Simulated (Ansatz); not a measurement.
# TaW3: computed property card

TaW₃:
```yaml
crystal:
  lattice:
    - [0.00000, 3.15833, 3.15833]
    - [3.15833, 0.00000, 3.15833]
    - [3.15833, 3.15833, 0.00000]
  atoms:
    - { symbol: Ta, position: [0.00000, 0.00000, 0.00000] }
    - { symbol: W, position: [0.25000, 0.25000, 0.25000] }
    - { symbol: W, position: [0.75000, 0.75000, 0.75000] }
    - { symbol: W, position: [0.50000, 0.50000, 0.50000] }
```

Space group Fm-3m (No. 225); conventional cell a = 6.317 Å, b = 6.317 Å, c = 6.317 Å, α = 90.00°, β = 90.00°, γ = 90.00°.

Method: LDA (plane waves, PAW; program Ansatz). Structure relaxed to zero pressure with the same functional. Other levels are named where they apply.

**Cell and energy**

```
Property                                                       Value
-----------------------------------------------------  -------------
Volume per atom                                             15.75 Å³
Density                                                  19.30 g/cm³
Formation energy from the elements (no fitted shifts)  -0.10 eV/atom
```

**Electronic structure**

```
Quantity                                                                     Value
------------------------------------  --------------------------------------------
Electronic character                                             metallic (no gap)
Density of states at the Fermi level  0.41 states/eV per atom (mean over ±0.08 eV)
```

**Mechanics**

```
Property                                                                      Result
--------------------------------------------  --------------------------------------
Bulk modulus (Birch–Murnaghan fit)                                           307 GPa
Pressure derivative B′                                                           4.2
Elastic constants (relaxed ions, GPa)                C11 = 518, C12 = 202, C44 = 123
Mechanical stability                          stable (all eigenvalues of C positive)
Hill bulk and shear moduli                                           307 and 136 GPa
Young's modulus                                                              355 GPa
Poisson's ratio                                                                 0.31
Debye temperature from the elastic constants                                   352 K
```

**Phonons**

```
Item                                           Result
-----------------------------  ----------------------
Highest zone-centre frequency                207 cm⁻¹
Zone-centre stability          no imaginary mode at Γ
```

The workflow started from a Materials Project entry (that database holds measured and hypothetical structures alike); the Crystallography Open Database copy checked does not list it. With Ta and W taken as one species the cell has the higher symmetry Im-3m, so it may be an ordered model of a mixed-site phase. Its standing as an ambient phase is unchecked. The LDA relaxation kept the symmetry of its start. The run is not spin-polarised. As this level gives no gap, shear constants depend on the k-mesh and smearing (Fermi–Dirac, 0.1 eV here). As this level gives no gap, phonon frequencies hold no LO–TO term and depend on the k-mesh and smearing (Fermi–Dirac, 0.1 eV here). The references are the lowest solids computed at this level, not always the standard phases. Spin–orbit coupling is left out wherever it is not named.

Potentials: the earlier of the program's two PAW sets.
